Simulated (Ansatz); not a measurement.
Input and command of a plane-wave DFT calculation in Ansatz:

```yaml
crystal:
  lattice:
    - [1.4343705896, -2.484402738, 0.0]
    - [2.8687411791, 0.0, 0.0]
    - [1.4343705896, -0.828134246, 14.0393450942]
  atoms:
    - { symbol: Ag, position: [1.0, 1.0, 0.0] }
    - { symbol: Ag, position: [0.5, 0.5, 0.5] }
    - { symbol: Ag, position: [0.6111564402, 0.6111564402, 0.1665306793] }
    - { symbol: Ag, position: [0.1111564402, 0.1111564402, 0.6665306793] }
    - { symbol: Ag, position: [0.8888435598, 0.8888435598, 0.3334693207] }
    - { symbol: Ag, position: [0.3888435598, 0.3888435598, 0.8334693207] }
basis:
  ecutwfc: 420
kpoints:
  mp_grid: { grid: [12, 12, 14] }
hamiltonian:
  xc: pbesol
scf:
  occupations: { method: gaussian, width: 0.15 }
output:
  forces: true
  stress: true
  eigenvalues: true
  write_density: true
  write_potential: true
  elf: true
  volumetric_format: npy
```

```bash
ansatz run input.yaml --threads 2 --pin off --max-ram 5120MiB --backend cpu --events-out ev --progress --plain --runs-dir out
```

Processor: Intel(R) Xeon(R) 6975P-C (Granite Rapids), 2 threads, on a host shared with other jobs.

Q: Estimate time, memory and problem size.

A: About 58 s on 2 threads of Intel(R) Xeon(R) 6975P-C (Granite Rapids) (shared host), peak memory 2.3 GiB. It solves 69 bands at 554 k points (the mesh reduced by symmetry) with about 1955 plane waves, in 7 SCF iterations.
